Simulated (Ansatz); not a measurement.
# Li interstitial in La2PI2

Level of theory: r2SCAN, no spin polarisation, scalar-relativistic; Ansatz, plane waves to 500 eV (PAW set soft_2), k-mesh 3×3×2 shifted by half a step.

The relaxed host crystal (no gap at this level of theory):

```yaml
crystal:
  lattice:
    - [4.35231, 0.00000, 0.00000]
    - [-2.17615, 3.76921, 0.00000]
    - [0.00000, 0.00000, 11.18357]
  atoms:
    - { symbol: I, position: [0.66667, 0.33333, 0.66559] }
    - { symbol: I, position: [0.33333, 0.66667, 0.33441] }
    - { symbol: La, position: [0.33333, 0.66667, 0.85605] }
    - { symbol: La, position: [0.66667, 0.33333, 0.14395] }
    - { symbol: P, position: [0.00000, 0.00000, 0.00000] }
```

Supercell of 20 atoms, rows of the matrix [[2,2,0],[0,-2,0],[0,0,-1]] times the cell vectors; Li interstitial at (0.000, 0.000, 0.500) in fractions of the cell above. Atoms are relaxed at the host's cell, from a start shaken by 0.05 Å near the defect.

Question: How does the lattice relax around the defect?

Answer: Distances from the added Li (Å), by shell of the perfect crystal:

```
shell  perfect crystal    relaxed, charge 0
  6 I             3.12  3.06 (3.02 to 3.10)
```

```tsv
charge	gap of the cell on the mesh (eV)
0	0.00
```

Formation energy of the neutral defect: -0.73 eV, taking atoms from and to the elements' standard states (no corrections for gases), so it belongs to those chemical potentials alone.

A negative value doesn't mean that the atoms enter by themselves: with the elements as reservoirs, compounds of them would form first.

Caveats: small supercell, so energies and levels can be off by tenths of an eV; one random start near the defect, so other minima are possible.
